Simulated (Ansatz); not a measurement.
Frames from the relaxation of a relaxed Sb cell, doubled along one cell vector, shaken by Gaussian noise of σ = 0.08 Å a coordinate, as extended XYZ (Å, eV, eV/Å, GPa with compression positive). These are r2SCAN (plane waves to 500 eV, PAW, scalar-relativistic; Ansatz, an electronic-structure program) values and carry that method's errors. Γ-centred k-mesh 9×5×9 on the run's cell (coarser than for final values), Fermi–Dirac smearing 0.05 eV.

```xyz
4
Lattice="2.1710 1.2534 3.8714 -4.3421 2.5069 7.7429 0.0000 -2.5069 3.8714" Properties=species:S:1:pos:R:3:forces:R:3 pbc="T T T" step=1 free_energy=-25996.611 pressure=1.3 accepted=T
Sb    -0.0270    -0.0706     2.6068   -0.3565    0.4177    0.7126
Sb    -2.1339     1.3942     6.6356   -0.4237   -0.8660    0.1650
Sb    -0.1153    -0.0438     8.9544    0.6245    0.5131   -0.2365
Sb    -2.2230     1.1802    12.8732    0.1557   -0.0648   -0.6411
4
Lattice="2.1371 1.2242 3.8636 -4.3869 2.4608 7.7864 -0.0228 -2.5426 3.9068" Properties=species:S:1:pos:R:3:forces:R:3 pbc="T T T" step=2 free_energy=-25996.725 pressure=-0.9 accepted=T
Sb    -0.0803     0.0191     2.7796    0.2936   -0.2900   -0.5246
Sb    -2.2138     1.1729     6.6243   -0.2428    0.3650   -0.1389
Sb    -0.1020    -0.0735     8.9763   -0.0089   -0.2136    0.0793
Sb    -2.3066     1.1190    12.8336   -0.0418    0.1387    0.5842
4
Lattice="2.1691 1.2542 3.8802 -4.3439 2.5005 7.7662 -0.0048 -2.5203 3.8868" Properties=species:S:1:pos:R:3:forces:R:3 pbc="T T T" step=3 free_energy=-25996.785 pressure=0.0 accepted=T
Sb    -0.0375    -0.0201     2.7088   -0.0211    0.0378    0.1009
Sb    -2.2143     1.2386     6.5904    0.0057   -0.0010    0.0787
Sb    -0.0414    -0.0252     8.9944   -0.0194    0.0009   -0.0883
Sb    -2.2232     1.2282    12.8719    0.0348   -0.0376   -0.0914
```

The path has 8 moves and ends in R-3m (No. 166) (AFLOW prototype A_hR2_166_c (A7, as in As)), 0.04 eV/atom below its start. Free energies are of the whole cell and compare only within this code, potentials and settings.  No spin polarisation in the result.
